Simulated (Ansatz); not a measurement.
## Phonon spectrum of Cu at 0.98 times its equilibrium volume

Level of theory: DFT LDA, scalar-relativistic, plane waves, PAW in Ansatz. Settings: 420 eV plane-wave cutoff, Γ-centred 20×20×20 mesh, Fermi-Dirac smearing of 0.15 eV. No spin polarisation. Phonons by linear response, acoustic sum rule imposed.

The cell, relaxed in shape and atoms at 0.98 times its equilibrium volume:
```
Cu
1.0
     0.00000    1.74760    1.74760
     1.74760    0.00000    1.74760
     1.74760    1.74760    0.00000
Cu
1
Direct
  0.00000 0.00000 0.00000
```

In a metal, frequencies and elastic constants depend on the k mesh and the smearing, soft modes and shear constants most. The q mesh is coarse, so values between its points are rough.

Force constants from linear response on a 2×2×2 q mesh.

Task: Is the structure dynamically stable on this mesh?

Result: Yes, on this mesh: no mode is imaginary.

Task: Give the frequencies (cm⁻¹; i marks imaginary ones) at the irreducible q points, in fractions of the reciprocal vectors.

Result:
```
                  q star frequencies
  0.000 0.000 0.000     1        0 0 0
 0.000 0.000 -0.500     4  129 129 287
0.000 -0.500 -0.500     3  194 194 281
```

Cost: 1 run of about 2.8 core-minutes, on AMD EPYC (Zen 3) (shared hosts).